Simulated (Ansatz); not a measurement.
**A plane-wave run on CoAuO4**

The input, for Ansatz 0.2.0 (plane waves, PAW):

```yaml
crystal:
  lattice:
    - [0.0, 3.78220075, 0.0]
    - [6.11820629, -1.89109988, 0.0]
    - [1.98646766, 0.0, -6.26214917]
  atoms:
    - { symbol: Co, position: [0.1947, 0.3894, 0.1998] }
    - { symbol: Co, position: [0.8053, 0.6106, 0.8002] }
    - { symbol: Au, position: [0.1026, 0.2052, 0.7678] }
    - { symbol: Au, position: [0.8974, 0.7948, 0.2322] }
    - { symbol: O, position: [0.263, 0.526, 0.857] }
    - { symbol: O, position: [0.737, 0.474, 0.143] }
    - { symbol: O, position: [0.36, 0.72, 0.202] }
    - { symbol: O, position: [0.64, 0.28, 0.798] }
    - { symbol: O, position: [0.059, 0.118, 0.133] }
    - { symbol: O, position: [0.941, 0.882, 0.867] }
    - { symbol: O, position: [0.137, 0.274, 0.488] }
    - { symbol: O, position: [0.863, 0.726, 0.512] }
  symmetry: { tolerance: 0.0003 }
kpoints:
  mp_grid: { grid: [6, 6, 3], shift: [0, 0, 0] }
  band_path:
    path:
      - [0.0, 0.0, 0.0]
      - [0.55257645, -0.27628822, 0.0]
      - [0.44742355, -0.72371178, 0.0]
      - [0.0, -0.5, 0.0]
      - [0.0, 0.0, 0.0]
      - [0.0, -0.5, -0.5]
      - [0.47703364, -0.73851682, -0.5]
      - [0.52296636, -0.26148318, -0.5]
      - [0.0, 0.0, -0.5]
      - [0.0, 0.0, 0.0]
      - [0.5, -0.5, -0.5]
    npoints: 6
magnetization:
  spin_polarized: false
scf:
  occupations: { method: fermi_dirac }
  lower_state_search: "off"
  max_iter: 200
hamiltonian:
  pseudopotentials: { kind: paw }
  xc: r2scan
basis:
  ecutwfc: 500
  fft_grid_basis: typed
output:
  forces: true
  stress: true
  eigenvalues: true
  populations: true
  elf: true
  write_potential: true
  volumetric_format: npy
  dos:
    e_range: [-12, 8]
    de: 0.05
    projected: { site_lists: { Au: [Au], Co: [Co], O: [O] } }
checkpoint:
  read: saved_state
```

The run starts from an earlier solution of this cell. 

Excerpt of what it printed:

```
Warning: crystal.lattice misses the space group found at crystal.symmetry.tolerance 3.0e-4 in a digit that the deck types, which is why this is a warning: making the lattice exact moves one of its numbers by a whole unit of that number's last typed decimal, or more. The operation that it misses by the most changes a squared length by the fraction 1.70e-7.
Pseudopotentials: kind: paw
Pseudopotential: Co, paw, valence charge 17, recommended cutoff 500 eV (meta_gga), Co.paw.azcp
Pseudopotential: Au, paw, valence charge 19, recommended cutoff 500 eV (meta_gga), Au.paw.azcp
Pseudopotential: O, paw, valence charge 6, recommended cutoff 500 eV (meta_gga), O.paw.azcp
Functional definition: r2SCAN
  exchange = r2scan_x(k0 = k0, k1 = k1, a1 = a1)
  correlation = r2scan_c
Crystal: 12 atoms, lattice volume = 144.908 Å³
Basis set: ecut = 500 eV, 3669 PW (Γ), exchange–correlation on 120×192×192 points (64 copies of the dense FFT grid, shifted against one another)
Bands: 72, of which v1, the nominal top of the filled ones, is band 60 counted from 1 (59 counted from 0)
Symmetry: 4 space group operations
Space group: C2/m (ITA 12), of the structure as read, at distance tolerance 1.6e-3 Å
k-points: 34 of 108
Initial density: read from a saved state, or passed on in memory by an earlier SCF of this step, an earlier step, the calling program or the single point that the run made first
Functional: x = r2scan, c = r2scan; τ floored in thin density (d = 2e-4 eV/Å³)
SCF iter   1: F=-41117.2535 eV  Δρ=6.46e-3  dr2=1.48e-2  dr2_τ=2.40e-2
SCF iter   2: F=-41117.2648 eV  Δρ=1.79e-3  dr2=1.59e-3  dr2_τ=3.47e-4
SCF iter   3: F=-41117.2650 eV  Δρ=9.07e-4  dr2=7.12e-4  dr2_τ=4.77e-5
SCF iter   4: F=-41117.2655 eV  Δρ=3.76e-4  dr2=1.60e-4  dr2_τ=1.85e-5
SCF iter   5: F=-41117.2656 eV  Δρ=1.65e-4  dr2=3.24e-5  dr2_τ=1.45e-6
SCF iter   6: F=-41117.2656 eV  Δρ=3.28e-5  dr2=1.74e-6  dr2_τ=7.30e-8
SCF iter   7: F=-41117.2656 eV  Δρ=1.91e-5  dr2=5.25e-7  dr2_τ=1.53e-8
SCF iter   8: F=-41117.2656 eV  Δρ=5.48e-6  dr2=4.22e-8  dr2_τ=1.18e-9
Free energy (F): -41117.2656 eV
Harris-Foulkes:  -41117.2656 eV  (|F-HF|=3.69e-8)
Internal energy: -41116.9657 eV  (E = F + TS)
E sigma→0 (E₀):  -41117.1157 eV
Entropy (-TS):   -0.2998 eV (-24.987 meV/atom)
Fermi energy:    8.6560 eV
--- Per-component energies (eV) ---
  E_band       = -1868.4941
  E_kinetic    = 3491.0146
  E_local      = -17256.4933  (includes V_loc(G=0)·N_el)
  E_nonlocal   = 1439.8851
  E_hartree    = 7126.5806
  E_xc         = -1325.5467
  E_vxc        = -1899.1518  (∫ρ·V_xc dr)
  E_paw        = -23767.7558  (= ΣΔE_a)
  E_vpaw       = -2020.6855  (= ΣTr[D̂ρ^β])
  E_aug_tail   = 0.0104  (compensation charges beyond the density's cutoff)
  E_vtau       = 123.7642  (kinetic-family band-sum trace: ∫τ·v_τ [+ j·A + Jᵃ·Aᵃ] dr)
  E_ewald      = -10823.4619
  E_core_change = -1.1986  (= ΣΔE_core)
  E_smearing   = -0.2998  (= −TS)
--- Forces (eV/Å), atoms counted from 1 ---
  atom   1  Co     0.9147     0.0000     0.5943
  atom   2  Co    -0.9147     0.0000    -0.5943
  atom   3  Au     3.5728     0.0000    -5.7562
  atom   4  Au    -3.5728     0.0000     5.7562
  atom   5  O      0.6312     0.0000    -0.0287
  atom   6  O     -0.6312     0.0000     0.0287
  atom   7  O     -0.4825     0.0000     0.1255
  atom   8  O      0.4825     0.0000    -0.1255
  atom   9  O      3.1910     0.0000     1.6933
  atom  10  O     -3.1910     0.0000    -1.6933
  atom  11  O     -0.6862     0.0000     6.9127
  atom  12  O      0.6862     0.0000    -6.9127
--- Stress (GPa, compression-positive) ---
        3.7912       0.0000       2.9676
        0.0000       3.7456       0.0000
        2.9676       0.0000       9.7789
  P = ⅓ Tr σ = 5.7719 GPa (57.719 kbar)
--- Löwdin populations: 12 sites ---
  site symbol       q [e]
     0     Co     15.7430
     1     Co     15.7430
     2     Au     17.1081
     3     Au     17.1081
     4      O      6.7003
     5      O      6.7003
     6      O      6.7358
     7      O      6.7358
     8      O      6.7058
     9      O      6.7058
    10      O      6.6839
    11      O      6.6839
  spilling = 0.0054 (of n_electrons = 120.0000)
```

Origin: a known structure type with other elements, at an estimated volume, so it need not be a known compound. Caveats: no spin polarisation, so a magnetic state may lie lower; the k mesh is coarse if the cell is a metal; atoms or cell far from equilibrium.
